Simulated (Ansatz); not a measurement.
The start is a generated cell, Ir placed in the AFLOW prototype A_tP12_96_ab (as in Si). A full variable-cell relaxation at zero pressure is run with PBE (plane waves to 420 eV, PAW, scalar-relativistic; Ansatz, an electronic-structure program). The first steps use a coarse 5×5×4 k-mesh.

Starting cell:
```yaml
crystal:
  lattice:
    - [5.12761, 0.00000, 0.00000]
    - [0.00000, 5.12761, 0.00000]
    - [0.00000, 0.00000, 6.46079]
  atoms:
    - { symbol: Ir, position: [0.08490, 0.08490, 0.00000] }
    - { symbol: Ir, position: [0.58490, 0.41510, 0.25000] }
    - { symbol: Ir, position: [0.41510, 0.58490, 0.75000] }
    - { symbol: Ir, position: [0.91510, 0.91510, 0.50000] }
    - { symbol: Ir, position: [0.17520, 0.37920, 0.27420] }
    - { symbol: Ir, position: [0.67520, 0.12080, 0.97580] }
    - { symbol: Ir, position: [0.32480, 0.87920, 0.47580] }
    - { symbol: Ir, position: [0.82480, 0.62080, 0.77420] }
    - { symbol: Ir, position: [0.62080, 0.82480, 0.22580] }
    - { symbol: Ir, position: [0.12080, 0.67520, 0.02420] }
    - { symbol: Ir, position: [0.87920, 0.32480, 0.52420] }
    - { symbol: Ir, position: [0.37920, 0.17520, 0.72580] }
```

### Question
How do the shortest distances between atoms change?

### Answer
The closest pairs of elements (up to four, under 3.6 Å), start → end: Ir–Ir 2.11 → 2.58 Å.

### Question
Is the relaxed structure metallic? Give its gap.

### Answer
No gap (metallic).

### Question
What does it relax into? Give the structure.

### Answer

Space group P4₃2₁2 (No. 96); a = 4.944 Å, b = 4.944 Å, c = 7.621 Å, α = 90.00°, β = 90.00°, γ = 90.00°

| atom | site | symmetry | x | y | z |
|---|---|---|---|---|---|
| Ir | 4a | ..2 | 0.1366 | 0.1366 | 0.5000 |
| Ir | 8b | 1 | 0.2730 | 0.1410 | 0.1579 |

The space group stays P4₃2₁2 (No. 96) (the run could not lower it), with 12 atoms in the primitive cell. Final values are on a 8×8×5 k-mesh of the relaxed cell. The start holds a very short contact (Ir–Ir 2.11 Å). No spin polarisation in the result.

The run could not lose the symmetry of its start, so the end can be a saddle point.

The relaxed structure here is a generated cell of Ir: the first start was made by placing the elements on the sites of a structure type, and the end was not matched to a known phase here, so it may be hypothetical. Known forms of Ir include space group No. 225.
